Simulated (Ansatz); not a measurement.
Input and command of a plane-wave DFT calculation in Ansatz:

```yaml
crystal:
  lattice:
    - [-1.9613100199, 1.9613100199, 5.1460114383]
    - [1.9613100199, -1.9613100199, 5.1460114383]
    - [1.9613100199, 1.9613100199, -5.1460114383]
  atoms:
    - { symbol: Mg, position: [0.25, 0.75, 0.5] }
    - { symbol: Mg, position: [0.75, 0.25, 0.5] }
    - { symbol: Ta, position: [0.0, 0.0, 0.0] }
    - { symbol: Ir, position: [0.626, 0.626, 0.0] }
    - { symbol: Ir, position: [0.374, 0.374, 0.0] }
basis:
  ecutwfc: 420
kpoints:
  mp_grid: { grid: [6, 6, 6] }
hamiltonian:
  xc: pbe
scf:
  occupations: { method: gaussian, width: 0.1 }
  lower_state_search: "off"
output:
  forces: true
  stress: true
  eigenvalues: true
```

```bash
ansatz run input.yaml --threads 1 --pin off --max-ram 2560MiB --backend cpu --events-out ev --progress --plain --runs-dir out
```

Processor: Arm Neoverse V1, 1 thread, on a host shared with other jobs.

Q: Estimate time, memory and problem size.

A: About 4.9 s on 1 thread of Arm Neoverse V1, on a shared host, peak memory 0.38 GiB. It solves 41 bands at 30 k points (the mesh reduced by symmetry) with about 1573 plane waves, in 7 SCF iterations.
